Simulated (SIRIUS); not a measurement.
Band structure of Sn₂GeTe₃ (P-3m1, 6 atoms in the cell; from Materials Project mp-1218976).

```
Sn2GeTe3
1.0
    4.42633     0.00000     0.00000
   -2.21317     3.83331     0.00000
    0.00000     0.00000    10.98346
Sn Ge Te
2 1 3
Direct
  0.33333   0.66667   0.82714
  0.66667   0.33333   0.17286
  0.00000   0.00000   0.50000
  0.33333   0.66667   0.34809
  0.66667   0.33333   0.65191
  0.00000   0.00000   0.00000
```

Method: PBEsol, GBRV PBEsol ultrasoft pseudopotentials (plane waves; SIRIUS).

Settings: parameters.ngridk = 5 5 2; parameters.xc_functionals = [XC_GGA_X_PBE_SOL, XC_GGA_C_PBE_SOL]; parameters.gk_cutoff = 6.325 1/bohr; parameters.pw_cutoff = 14.143 1/bohr; parameters.smearing = fermi_dirac; parameters.smearing_width = 0.00367493 Ha; potentials = GBRV PBEsol ultrasoft pseudopotentials; parameters.electronic_structure_method = pseudopotential; parameters.num_bands = 36; parameters.num_mag_dims = 0; parameters.num_dft_iter = 100; parameters.energy_tol = 1e-07 Ha; parameters.density_tol = 1e-06; mixer.type = broyden2.

Spin-orbit coupling is left out, which matters for bands and gaps with elements this heavy. The structure comes from a collection of computed structures, made at another level of theory; the collection holds predicted forms beside known ones. No clean gap shows at this smearing width and mesh (spacing up to 0.33 Å⁻¹); the mesh is coarse for partly filled bands, so the values carry mesh errors. Semi-local functionals can close small gaps.

Points are given in units of this cell's reciprocal vectors. Levels in eV from the Fermi level, bands 27 to 34:
```json
[
 {"point": "Γ (0 0 0)", "27": "-1.66", "28": "-1.66", "29": "-0.90", "30": "-0.35", "31": "0.83", "32": "0.83", "33": "1.04", "34": "1.11"},
 {"point": "M (0.5 0 0)", "27": "-2.46", "28": "-2.19", "29": "-1.84", "30": "-1.63", "31": "1.57", "32": "1.59", "33": "1.65", "34": "1.70"},
 {"point": "K (0.333 0.333 0)", "27": "-2.64", "28": "-2.18", "29": "-2.18", "30": "-2.13", "31": "2.13", "32": "2.14", "33": "2.14", "34": "2.20"},
 {"point": "A (0 0 0.5)", "27": "-1.52", "28": "-1.52", "29": "-1.05", "30": "0.04", "31": "0.12", "32": "0.40", "33": "0.40", "34": "2.28"},
 {"point": "L (0.5 0 0.5)", "27": "-2.85", "28": "-1.58", "29": "-1.53", "30": "-0.09", "31": "0.03", "32": "0.30", "33": "0.36", "34": "3.43"},
 {"point": "H (0.333 0.333 0.5)", "27": "-3.90", "28": "-0.94", "29": "-0.77", "30": "-0.77", "31": "0.57", "32": "0.60", "33": "0.60", "34": "3.84"}
]
```

The Fermi level comes from the SCF mesh, which can miss band crossings, so its place against them is uncertain.
